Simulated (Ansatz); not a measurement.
Ba₂F in space group R-3m (No. 166; Ba on 6c, F on 3a) under volume change, plane-wave PAW PBE (Ansatz code), shape and atoms relaxed at each volume.

| V (Å³/atom) | E − E(relaxed) (meV/atom) | P (GPa) |
|---|---|---|
| 33.896 | 18.4 | 1.89 |
| 35.013 | 7.8 | 1.17 |
| 36.130 | 1.9 | 0.54 |
| 37.248 | 0.0 | 0.00 |
| 38.365 | 1.7 | -0.47 |
| 39.483 | 6.3 | -0.85 |
| 40.600 | 13.3 | -1.17 |

### Question
What does a third-order Birch–Murnaghan fit give for V₀, B₀ and B′?

### Answer
V₀ = 37.25 Å³/atom, B₀ = 16.4 GPa, B′ = 4.3.

The start of the workflow was typed in or built on a structure type; neither database checked (COD, Materials Project) lists it. Its standing as an ambient phase is unchecked. The PBE relaxation kept the symmetry of its start; its stability against distortions is not shown here. Scalar-relativistic: spin–orbit coupling is off unless named, which matters more the heavier the elements.

Potentials: the earlier of the program's two PAW sets.
